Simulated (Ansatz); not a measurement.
NiO (rock salt)

```xyz
2
Lattice="0.0000 2.0943 2.0943 2.0943 0.0000 2.0943 2.0943 2.0943 0.0000" Properties=species:S:1:pos:R:3 pbc="T T T"
O      0.0000     0.0000     0.0000
Ni     2.0943     2.0943     2.0943
```

Scan: atom 2 (Ni, nearest neighbour O at 2.094 Å; its periodic images, 3.0 Å or more away, move with it) is displaced along Cartesian z, direction (0.000, 0.000, 1.000) in Cartesian axes, by s. The other atoms stay.

All values below come from r2SCAN (plane waves to 500 eV, PAW, scalar-relativistic; Ansatz, a quantum-chemistry and plane-wave program). k mesh 11×11×11 (Γ-centred), Fermi-Dirac smearing 0.05 eV. E stands for the smeared free energy. As the smearing reaches across the gap at some points, energies and forces of such displacements shift with the k mesh and the smearing. NiO is run spin-polarised and with no Hubbard U; the real compound is an antiferromagnetic insulator, a state that this run doesn't describe. NiO was relaxed with its symmetry unable to fall. Relaxed NiO ends ferromagnetic. The magnetic order is the one the run started from; other orders were not tried. ΔE is measured from the undisplaced structure. The last digit holds for this mesh only.

```json
[
 {"s (Å)": "-0.630", "ΔE (meV/cell)": "3210.5"},
 {"s (Å)": "-0.504", "ΔE (meV/cell)": "withheld"},
 {"s (Å)": "-0.378", "ΔE (meV/cell)": "598.6"},
 {"s (Å)": "-0.252", "ΔE (meV/cell)": "182.9"},
 {"s (Å)": "-0.126", "ΔE (meV/cell)": "32.0"},
 {"s (Å)": "0.000", "ΔE (meV/cell)": "0.0"},
 {"s (Å)": "0.126", "ΔE (meV/cell)": "32.0"},
 {"s (Å)": "0.252", "ΔE (meV/cell)": "182.9"},
 {"s (Å)": "0.378", "ΔE (meV/cell)": "598.6"},
 {"s (Å)": "0.504", "ΔE (meV/cell)": "withheld"},
 {"s (Å)": "0.630", "ΔE (meV/cell)": "3210.5"}
]
```

Fit an even polynomial form (powers 2, 4, 6) to the given rows and predict ΔE at s = 0.504.

Least squares on the 9 given rows: ΔE = (1789)·s² + (17320)·s⁴ + (-3659)·s⁶, in meV/cell with s in Å; root-mean-square residual 0.55 meV/cell. At 0.504 the fit gives 1512.0 meV/cell; the calculation gives 1514.0 meV/cell, so the interpolation is off by -2.0 (-0.1 %). The quadratic term alone would give 454.4 meV/cell.

(A displaced cell: forces are minus the slopes of the energy, force constants its curvatures, and phonons follow from these.)
